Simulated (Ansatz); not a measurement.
# Relaxing tellurium (beta-Sn type)

Theory: DFT, PBEsol, plane waves (420 eV) with PAW, scalar-relativistic in Ansatz. The PAW files were generated under PBE, with cores re-solved for the functional.

k-point mesh 11×11×8, Fermi-Dirac smearing 0.1 eV, no spin polarisation. Cell and atoms relax.

Starting structure:

```cif
data_structure
_symmetry_space_group_name_H-M 'P 1'
_symmetry_Int_Tables_number 1
_cell_length_a 4.5883
_cell_length_b 4.5883
_cell_length_c 4.5883
_cell_angle_alpha 97.454
_cell_angle_beta 97.454
_cell_angle_gamma 137.779
_cell_volume 60.56
loop_
_atom_site_label
_atom_site_type_symbol
_atom_site_fract_x
_atom_site_fract_y
_atom_site_fract_z
_atom_site_occupancy
Te1 Te 0.00000 0.00000 0.00000 1
Te2 Te 0.75000 0.25000 0.50000 1
```

Q: The pressure at the start is 0.5 GPa. By how much does the volume change?

A: From 30.28 to 29.54 Å³ per atom, -2.4 %. The final cell has a = 3.085 Å, b = 7.656 Å, c = 5.002 Å.

The cell has left the beta-Sn structure type; it ends in C2/c.

Q: How much energy does the relaxation gain?

A: 97.5 meV per atom.

The k-point mesh keeps fewer symmetry operations than the starting structure has, so the cell can leave it.
